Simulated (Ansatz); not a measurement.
The elements of this relaxed trial crystal are hidden behind letters.

```
lattice vectors (Å)
   2.6930    0.0000    0.0000
  -1.3465    2.3322    0.0000
   0.0000    0.0000   12.9594
fractional positions
X 0.3333 0.6667 0.9202
X 0.3333 0.6667 0.5798
X 0.6667 0.3333 0.0798
X 0.6667 0.3333 0.4202
Z 0.3333 0.6667 0.2500
Z 0.6667 0.3333 0.7500
```

The calculation used DFT PBE, scalar-relativistic, plane waves, PAW (Ansatz 0.2.0). The final run on the 6-atom cell used 420 eV, a Γ-centred 18×18×4 mesh, 0.10 eV smearing and collinear spin.

- Space group: P6_3/mmc (No. 194)
- Conventional cell: a = 2.693 Å, c = 12.959 Å
- Volume per atom: 13.57 Å³
- Density: 12.52 g/cm³
- Energy over the elements: +0.02 eV/atom
- Gap on the 18×18×4 mesh of the 6-atom cell: 0 eV (a metal)
- Net moment per atom: 1.94 μB

Energies are uncorrected and count from the elements' standard states at the same level.

Problem. X is a d-block element of period 4 and Z is a d-block element of period 6. Which elements are they?

Solution. X = Fe, Z = Pt, so the formula is Fe2Pt. Density times volume gives a mean mass of 12.52 × 13.57/1.6605 = 102.3 u per atom, and this set has 102.3 u. Around Fe lie 9 Fe at 2.59–2.69 Å and 3 Pt at 2.70 Å; Pt has 6 Pt at 2.69 Å and 6 Fe at 2.70 Å. Other sets within the hints have nearly the same mass, so mass alone doesn't settle it; this one was computed.

These runs have no spin–orbit coupling, which can matter for Pt. Another magnetic order may lie lower. Symmetry constrained the relaxation, so the result can be a saddle point. Another cell of Fe2Pt relaxed alike, in P-3m1, lies 87 meV/atom lower, so this cell isn't the stable form at this level.
